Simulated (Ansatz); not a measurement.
Ansatz (a quantum-chemistry and plane-wave program) input:

Ansatz 0.2 input:
```yaml
crystal:
  lattice:
    - [0.0, 1.7801306017, 1.7801306017]
    - [1.7801306017, 0.0, 1.7801306017]
    - [1.7801306017, 1.7801306017, 0.0]
  atoms:
    - { symbol: C, position: [0.5, 0.5, 0.5] }
    - { symbol: C, position: [0.75, 0.75, 0.75] }
kpoints:
  mp_grid: { grid: [13, 13, 13] }
hamiltonian:
  xc: r2scan
  pseudopotentials: { kind: paw }
scf:
  occupations: { method: fixed }
phonons:
  method: dfpt
  response_accuracy: low
  eigenvectors: true
  rigid_motions: translations
  dielectric: true
  raman: true
```

Output (shortened):

```
zone centre: on kpoints.mp_grid the ground state, and the responses unless they are solved on pairs of k-points, stand on 343 of the mesh's 2197 k-points, …
Pseudopotentials: kind: paw
Pseudopotential: C, paw, valence charge 4
Functional definition: r2SCAN
Crystal: 2 atoms, lattice volume = 11.282 Å³
Basis set: ecut = 500 eV, 283 PW (Γ), exchange–correlation on 100×100×100 points (125 copies of the dense FFT grid, shifted against one another)
Bands: 8, of which v1, the nominal top of the filled ones, is band 4 counted from 1 (3 counted from 0)
Symmetry: 48 space group operations
k-points: 343 of 2197 (irreducible under 4 space group operations, time reversal used)
PAW frozen core: C, regenerated for the run's functional
Initial wavefunctions: pseudopotential atomic-orbital guess
Eigensolver: davidson
Functional: x = r2scan, c = r2scan; τ floored in thin density (d = 2e-4 eV/Å³)
SCF iter   1: F=—  HF=-503.055218 eV  |F-HF|=—  |Δ(HF+E_count)|=         —  Δρ=8.87e-3  dr2=2.39e-3  dr2_τ=3.87e-1  ethr=1.77e-3  ⟨swp⟩=4.0  Hψ=16490  notcnv=0  defer=504
all-band conjugate gradients solve this SCF's bands
preconditioner: auto → none
SCF iter   2: F=—  HF=-503.111470 eV  |F-HF|=—  |Δ(HF+E_count)|=   5.63e-2  Δρ=5.57e-3  dr2=9.68e-4  dr2_τ=5.84e-5  ethr=2.99e-5  ⟨swp⟩=2.7  Hψ=7865  notcnv=0  defer=664
SCF iter   3: F=—  HF=-503.111498 eV  |F-HF|=—  |Δ(HF+E_count)|=   2.73e-5  Δρ=1.84e-3  dr2=1.15e-4  dr2_τ=1.63e-5  ethr=1.21e-5  ⟨swp⟩=3.0  Hψ=4659  notcnv=0  defer=681
SCF iter   4: F=—  HF=-503.111529 eV  |F-HF|=—  |Δ(HF+E_count)|=   3.19e-5  Δρ=3.69e-4  dr2=4.59e-6  dr2_τ=3.05e-7  ethr=1.43e-6  ⟨swp⟩=1.8  Hψ=3468  notcnv=0  defer=43
SCF iter   5: F=—  HF=-503.111531 eV  |F-HF|=—  |Δ(HF+E_count)|=   1.78e-6  Δρ=9.03e-5  dr2=2.78e-7  dr2_τ=3.04e-8  ethr=5.74e-8  ⟨swp⟩=1.4  Hψ=3104  notcnv=0
SCF iter   6: F=—  HF=-503.111532 eV  |F-HF|=—  |Δ(HF+E_count)|=   1.09e-6  Δρ=5.77e-6  dr2=1.09e-9  dr2_τ=1.60e-10  ethr=3.47e-9  ⟨swp⟩=2.2  Hψ=4103  notcnv=0
SCF iter   7: F=-503.111532 eV  HF=-503.111532 eV  |F-HF|=3.01e-12  |Δ(HF+E_count)|=  9.41e-10  Δρ=3.64e-7  dr2=4.18e-12  dr2_τ=5.54e-13  ethr=1.25e-12  ⟨swp⟩=7.0  Hψ=15017  notcnv=0
SCF 1 converged in 7 iterations: F = -503.111532 eV  dr2 = 4.18e-12
NSCF: frozen V_eff on 6 k-points
DFPT response loops at Γ: preconditioner auto → none (the input reference at scf.mixing.eps_inf says where Resta's filter doesn't serve); β = 0.50 …
── the response to a field inside a basis, on 14×14×14 k-points: an SCF that follows is theirs, and a resumed run solves both again ──
Crystal: 2 atoms, lattice volume = 11.282 Å³
Bands: 5, of which v1, the nominal top of the filled ones, is band 4 counted from 1 (3 counted from 0)
k-points: 280
Initial density: handed on by an earlier stage of this run
Initial wavefunctions: pseudopotential atomic-orbital guess (no wavefunctions were taken with the density)
Eigensolver: Dense (280 Hₖ)
SCF iter   1: F=—  HF=-503.110600 eV  |F-HF|=—  |Δ(HF+E_count)|=         —  Δρ=1.43e-4  dr2=3.44e-7  dr2_τ=9.70e-7  ethr=1.00e-1
all-band conjugate gradients don't solve this SCF's bands (scf.eigensolver.kind)
preconditioner: auto → none
SCF iter   2: F=—  HF=-503.110602 eV  |F-HF|=—  |Δ(HF+E_count)|=   1.54e-6  Δρ=7.49e-5  dr2=9.57e-8  dr2_τ=2.80e-8  ethr=4.31e-9
SCF iter   3: F=—  HF=-503.110602 eV  |F-HF|=—  |Δ(HF+E_count)|=   6.65e-7  Δρ=2.54e-6  dr2=2.55e-10  dr2_τ=5.98e-11  ethr=1.20e-9
SCF iter   4: F=-503.110602 eV  HF=-503.110602 eV  |F-HF|=1.64e-11  |Δ(HF+E_count)|=   3.74e-9  Δρ=7.82e-7  dr2=1.61e-11  dr2_τ=1.36e-12  ethr=3.19e-12
SCF 1 converged in 4 iterations: F = -503.110602 eV  dr2 = 1.61e-11
DFPT response loops at Γ: mixed as the last ones told, above
DFPT response loops at Γ: mixed as the last ones told, above
SCF converged after 7 iterations
Free energy (F): -503.111532 eV
Harris-Foulkes:  -503.111532 eV  (|F-HF|=3.01e-12)
Internal energy: -503.111532 eV  (E = F + TS)
E sigma→0 (E₀):  -503.111532 eV
Fermi energy:    13.387229 eV
--- Per-component energies (eV) ---
  E_band       = 30.780315
  E_kinetic    = 184.520414
  E_local      = -120.750531  (includes V_loc(G=0)·N_el)
  E_nonlocal   = 52.587240
  E_hartree    = 26.605333
  E_xc         = -95.961844
  E_vxc        = -132.609054  (∫ρ·V_xc dr)
  E_paw        = -201.468038  (= ΣΔE_a)
  E_vpaw       = -13.175540  (= ΣTr[D̂ρ^β])
  E_aug_tail   = 0.000008  (compensation charges beyond the density's cutoff)
  E_vtau       = 6.997115  (kinetic-family band-sum trace: ∫τ·v_τ [+ j·A + Jᵃ·Aᵃ] dr)
  E_ewald      = -348.594567
  E_core_change = -0.049547  (= ΣΔE_core)
  E_smearing   =  0.000000  (= −TS)
  E_closure    =  0.000000  (closes the sum)
  Σ components = -503.111532   (vs F -503.111532, Δ=0.00e0)
  [band-id]    e_kinetic+e_local+e_nonlocal+2·e_hartree+e_vxc+e_vpaw+e_augmentation_tail+e_vtau = 30.780319   (vs E_band 30.780315, Δ=4.21e-6)
--- Band table (eV; the first three rows and the last of 343) ---
  k-point 0: bands = ["-9.3610", "13.3872", "13.3872", "13.3872", "19.2828", "19.2828", "19.2828", "27.2909"]
  k-point 1: bands = ["-9.1893", "12.2435", "13.0893", "13.0893", "19.6736", "19.6736", "19.9566", "27.4640"]
  k-point 2: bands = ["-8.6761", "9.8244", "12.4185", "12.4185", "20.5579", "20.5579", "21.0310", "27.9682"]
  k-point 342: bands = ["-3.8835", "3.4814", "4.8733", "9.2427", "22.0667", "23.9031", "27.4375", "27.9018"]
  band table: 8 of 8 bands, residual norms ≤ 1.0e-3 eV
--- Phonons (Γ-DFPT): 1 representative perturbation + reference, on 343 of 2197 k-points (Σ response iterations 5) ---
  k mesh reduced under 4 symmetry operations, with k and −k counted as one. Each operation leaves every solved perturbation unchanged …
  ASR residual: 3.050e-4 → 0.000e0 eV/Å²; symmetrization residual: 7.698e-14 eV/Å²
  ASR residual per site (eV/Å²): 3.05e-4 3.05e-4
  Γ frequencies (cm⁻¹): 0.00 0.00 0.00 1323.98 1323.98 1323.98
  ε∞ (high-frequency dielectric tensor):
        5.779182     0.000000     0.000000
        0.000000     5.779182     0.000000
        0.000000     0.000000     5.779182
  ε⁰ (static dielectric tensor: ions relaxed, cell fixed):
        5.779182     0.000000     0.000000
        0.000000     5.779182     0.000000
        0.000000     0.000000     5.779182
  ε⁰ − ε∞ (ionic part):
        0.000000     0.000000     0.000000
        0.000000     0.000000     0.000000
        0.000000     0.000000     0.000000
  softest optical mode at Γ: 1323.98 cm⁻¹; the repairs (sum rule, projections) moved no ω² at Γ by more than (2.63 cm⁻¹)²
  Born effective charges Z* (e; rows j = field, columns β = displacement):
    site 0:
         0.00000    0.00000    0.00000
         0.00000    0.00000    0.00000
         0.00000    0.00000    0.00000
    site 1:
         0.00000    0.00000    0.00000
         0.00000    0.00000    0.00000
         0.00000    0.00000    0.00000
  Z* charge neutrality: 1.498e-4 e pre-enforcement
  solved inside a basis spanned on kpoints, on 14×14×14 k-points transformed towards the longest dipole …
  Raman tensors (in the event stream and the table raman_tensors.tsv) …
  optical modes at Γ without the LO–TO term, one row a degenerate level:
      ω (cm⁻¹)  modes    IR ((D/Å)²/amu)  static Raman (Å⁴/amu)  depolarisation
       1323.98      3             0.0000               248.7102           0.750
  optical modes at Γ + LO–TO along q̂ = [1.0000, 0.0000, 0.0000]:
      ω (cm⁻¹)  modes    IR ((D/Å)²/amu)  static Raman (Å⁴/amu)  depolarisation
       1323.98      3             0.0000               248.7102           0.750
  optical modes at Γ + LO–TO along q̂ = [0.0000, 1.0000, 0.0000]:
      ω (cm⁻¹)  modes    IR ((D/Å)²/amu)  static Raman (Å⁴/amu)  depolarisation
       1323.98      3             0.0000               248.7102           0.750
  optical modes at Γ + LO–TO along q̂ = [0.0000, 0.0000, 1.0000]:
      ω (cm⁻¹)  modes    IR ((D/Å)²/amu)  static Raman (Å⁴/amu)  depolarisation
       1323.98      3             0.0000               248.7102           0.750
```

Cost: roughly 3 core-minutes on shared cores.

Space group Fd-3m (diamond). The r²SCAN relaxation kept the symmetry of its start; phonons on a q-mesh show no instability.

Potentials: the later of the program's two PAW sets.

Ansatz is a plane-wave DFT program.
